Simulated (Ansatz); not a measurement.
**Structure types of TaBi compared at 200 GPa**

Structure types of TaBi are relaxed in primitive cells with their symmetry kept at 200 GPa, on PAW files; LAPW relaxes the small cells further and takes the PAW cell for the others (marked *). The enthalpy is E + pV at zero temperature, without zero-point motion. Only the types listed were tried, and differences under about 5 meV/atom are mesh noise. The real phase may be another.

Computed with Ansatz 0.2.0; functional PBE, scalar-relativistic. Settings: Fermi–Dirac smearing of 0.1 eV, no spin polarisation. Methods: LAPW: all electrons, basis error target 0.5 meV/atom; PAW: frozen-core files, cutoff 420 eV.

k meshes: rocksalt 13×13×13, CsCl 13×13×13, zincblende 13×13×13, wurtzite 10×10×6, WC 14×14×12.

Spin–orbit coupling is left out, which matters for the heavy atoms.

Q: Which type is lowest in enthalpy, and by how much?

A: CsCl, 518 meV/atom below distorted WC. The whole table:

```json
{"start type": "rocksalt", "ends as": "rocksalt, Fm-3m", "a, b, c (Å)": "4.822, 4.822, 4.822", "V (Å³/atom)": "14.02", "H − H(lowest), LAPW (meV/atom)": "2355.2", "same, PAW": "2358.3"}
{"start type": "CsCl", "ends as": "CsCl, Pm-3m", "a, b, c (Å)": "2.964, 2.964, 2.964", "V (Å³/atom)": "13.02", "H − H(lowest), LAPW (meV/atom)": "0.0", "same, PAW": "0.0"}
{"start type": "zincblende", "ends as": "zincblende, F-43m", "a, b, c (Å)": "5.114, 5.114, 5.114", "V (Å³/atom)": "16.71", "H − H(lowest), LAPW (meV/atom)": "7974.2", "same, PAW": "7983.7"}
{"start type": "wurtzite*", "ends as": "distorted wurtzite, P6_3mc", "a, b, c (Å)": "2.655, 2.655, 9.019", "V (Å³/atom)": "13.77", "H − H(lowest), LAPW (meV/atom)": "1591.6", "same, PAW": "1591.7"}
{"start type": "WC", "ends as": "distorted WC, P-6m2", "a, b, c (Å)": "2.792, 2.792, 3.924", "V (Å³/atom)": "13.25", "H − H(lowest), LAPW (meV/atom)": "518.3", "same, PAW": "520.3"}
```

Q: Split the lead of CsCl over distorted WC into energy and pV.

A: For distorted WC less CsCl: ΔE = +237.8 meV/atom, and p·ΔV = 200 GPa × +0.2247 Å³ × 6.242 meV/(GPa·Å³) = +280.4 meV/atom, together 518.2 meV/atom. CsCl wins on both counts.
